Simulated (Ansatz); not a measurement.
The cell comes from COD entry 1527195, which wasn't checked; take it as a given geometry. The listed cell was then made from it by scaling, straining or moving an atom.

An input for YTl: DFT, LDA, PAW with Ansatz's default frozen-core files, scalar-relativistic (Ansatz 0.2.0). The PAW files were made with PBE; their cores are remade for this functional.

Command: `ansatz run input.yaml --threads 1 --pin off --max-ram 3072MiB --backend cpu --events-out ev --progress --plain --runs-dir out` The run took 6.3 s on 1 thread of Arm Neoverse V2 (shared host), peak memory 0.43 GiB.

```yaml
crystal:
  lattice:
    - [3.82602, 0.0, 0.0]
    - [0.0, 3.82602, 0.0]
    - [0.0, 0.0, 3.751]
  atoms:
    - { symbol: "Y", position: [0.5, 0.5, 0.5] }
    - { symbol: Tl, position: [0.0, 0.0, 0.0] }
kpoints:
  mp_grid: { grid: [11, 11, 11] }
scf:
  occupations: { method: fermi_dirac, width: 0.08 }
hamiltonian:
  xc: lda
  pseudopotentials: { kind: paw }
output:
  forces: true
  stress: true
  eigenvalues: true
  efg: { contact_densities: true }
```

The results part of the log:

```
SCF 1 converged in 6 iterations: F = -14893.109056 eV  dr2 = 1.60e-8
  greatest PAW one-centre occupation: 0.992 electrons in one spin orbital (limit 2), on the Y atom at site 0 (counted from 0), in its partial waves of l = 0
SCF converged after 6 iterations
Free energy (F): -14893.109056 eV
Harris-Foulkes:  -14893.109056 eV  (|F-HF|=4.29e-9)
Internal energy: -14893.077067 eV  (E = F + TS)
E sigma→0 (E₀):  -14893.093061 eV
Entropy (-TS):   -0.031988 eV (-15.994 meV/atom)
Fermi energy:    11.241983 eV
--- Per-component energies (eV) ---
  E_band       = -89.031412
  E_kinetic    = 640.011302
  E_local      = -1412.442040  (includes V_loc(G=0)·N_el)
  E_nonlocal   = 374.194367
  E_hartree    = 492.418653
  E_xc         = -400.348638
  E_vxc        = -341.502688  (∫ρ·V_xc dr)
  E_paw        = -12594.025935  (= ΣΔE_a)
  E_vpaw       = -334.129820  (= ΣTr[D̂ρ^β])
  E_aug_tail   = 0.000033  (compensation charges beyond the density's cutoff)
  E_ewald      = -1993.072833
  E_core_change = 0.188025  (= ΣΔE_core)
  E_smearing   = -0.031988  (= −TS)
  E_closure    = -0.000000  (closes the sum)
  Σ components = -14893.109056   (vs F -14893.109056, Δ=0.00e0)
--- Forces (eV/Å), atoms counted from 1 ---
  atom   1  Y      0.00000000     0.00000000     0.00000000
  atom   2  Tl     0.00000000    -0.00000000     0.00000000
  max |Σ_I F_I| component: 1.74e-29 eV/Å
--- Stress (GPa, compression-positive) ---
       -5.049175       0.000000       0.000000
        0.000000      -5.049175       0.000000
        0.000000       0.000000      -4.816335
  P = ⅓ Tr σ = -4.9716 GPa (-49.716 kbar)
--- PAW observables at the nuclei: V_zz in 10²¹ V/m², potentials from the cell's mean, atoms counted from 1 ---
  atom   1  Y  V_zz =    -0.191704   η = 0.0000   by run symmetry: allowed
            electrostatic potential = -5718.349126 V   contact ρ = 441928.038176 e/Å³
  atom   2  Tl V_zz =    +1.867621   η = 0.0000   by run symmetry: allowed
            electrostatic potential = -17134.959604 V   contact ρ = 15225041.692889 e/Å³
--- Band table (eV; the first three rows and the last of 126) ---
  k-point 0: bands = ["-31.8120", "-11.7741", "-11.7741", "-11.7491", "-0.3764", "-0.3585", "-0.1605", "-0.1487", "-0.1487", "2.3571", "11.1101", "11.1202", "14.0666", "14.0666", "14.4393", "14.4912"]
  k-point 1: bands = ["-31.8110", "-11.7728", "-11.7728", "-11.7671", "-0.3553", "-0.3541", "-0.1588", "-0.1538", "-0.1538", "2.4592", "11.0215", "11.1334", "13.5041", "13.5041", "13.7951", "14.4841"]
  k-point 2: bands = ["-31.8082", "-11.8147", "-11.7695", "-11.7695", "-0.3466", "-0.2947", "-0.1676", "-0.1676", "-0.1542", "2.7599", "10.4593", "11.1699", "12.8488", "12.8488", "13.3582", "14.4651"]
  k-point 125: bands = ["-31.7806", "-11.9176", "-11.9047", "-11.9046", "-0.2908", "-0.2852", "-0.2772", "0.0440", "0.0588", "6.4839", "8.8981", "8.8990", "9.2264", "14.7901", "14.8120", "14.8775"]
```
